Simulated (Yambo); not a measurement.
A G0W0@LDA run in Yambo for KAsF$_{6}$ (space group R-3, No. 148) (2×2×2 Γ-centred k mesh, 172 bands and a 7 Ry block in the screening, 172 bands in G with the Bruneval-Gonze terminator, plasmon pole fitted at 27.2 eV) gives these matrix elements, in eV, at the band edges (Γ → Γ):

```json
[
 {"state": "valence edge", "E0": "0.000", "<Vxc>": "-23.247", "<Σx>": "-31.396", "<Σc(E0)>": "5.027", "Z": "0.822"},
 {"state": "conduction edge", "E0": "5.141", "<Vxc>": "-18.601", "<Σx>": "-13.629", "<Σc(E0)>": "-2.452", "Z": "0.870"}
]
```

Task: Solve the linearised quasiparticle equation for both states, give the gap, and say how exchange and correlation each act on it.

Result: E = E0 + Z(Σx + Σc − Vxc). Valence: 0.000 + 0.822 × (-31.396 + (5.027) − (-23.247)) = -2.57 eV. Conduction: 5.141 + 0.870 × (-13.629 + (-2.452) − (-18.601)) = 7.33 eV. The gap is 9.90 eV, against 5.14 eV in LDA. Replacing Vxc by bare exchange alone would open it by 13.12 eV; correlation takes back 7.48 eV of that, and Z scales what is left. Nearest settings tried, and what they do to the gap: 137 bands in W, 137 bands in G: +54 meV; 6 Ry block (207 vectors against 225): +30 meV; 1×1×1 mesh: -203 meV. So the settings aren't converged at that level. The k mesh is coarse. Spin-orbit splittings are left out.

The standard potential for As keeps a d shell in the valence without the s and p states of that shell. In tests on such compounds this moved G0W0 gaps by up to about 0.9 eV, so absolute quasiparticle energies here are unreliable; differences between settings are what counts.

Geometry of the Materials Project entry, not relaxed at this level; primitive cell a = b = c = 4.8442 Å, α = β = γ = 97.99°.
